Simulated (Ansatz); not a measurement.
Input and command of a plane-wave DFT calculation in Ansatz:

```yaml
crystal:
  lattice:
    - [2.1034800504, 1.2144447733, 9.8714625907]
    - [-2.1034800504, 1.2144447733, 9.8714625907]
    - [0.0, -2.4288895466, 9.8714625907]
  atoms:
    - { symbol: Ge, position: [0.597823, 0.597823, 0.597823] }
    - { symbol: Sb, position: [0.3977, 0.3977, 0.3977] }
    - { symbol: Te, position: [0.99836, 0.99836, 0.99836] }
    - { symbol: Te, position: [0.792575, 0.792575, 0.792575] }
    - { symbol: Te, position: [0.213543, 0.213543, 0.213543] }
basis:
  ecutwfc: 420
kpoints:
  mp_grid: { grid: [6, 6, 6] }
hamiltonian:
  xc: pbesol
scf:
  occupations: { method: gaussian, width: 0.01 }
output:
  forces: true
  stress: true
  eigenvalues: true
```

```bash
ansatz run input.yaml --threads 1 --pin off --max-ram 2560MiB --backend cpu --events-out ev --progress --plain --runs-dir out
```

Processor: Intel(R) Xeon(R) Processor @ 2.50GHz (Skylake/Cascade Lake), 1 thread, on a host shared with other jobs.

Q: Estimate time, memory and problem size.

A: About 37 s on 1 thread of Intel(R) Xeon(R) Processor @ 2.50GHz (Skylake/Cascade Lake), with other jobs on the host, peak memory 0.51 GiB. It solves 47 bands at 32 k points (the mesh reduced by symmetry) with about 2913 plane waves, in 8 SCF iterations.
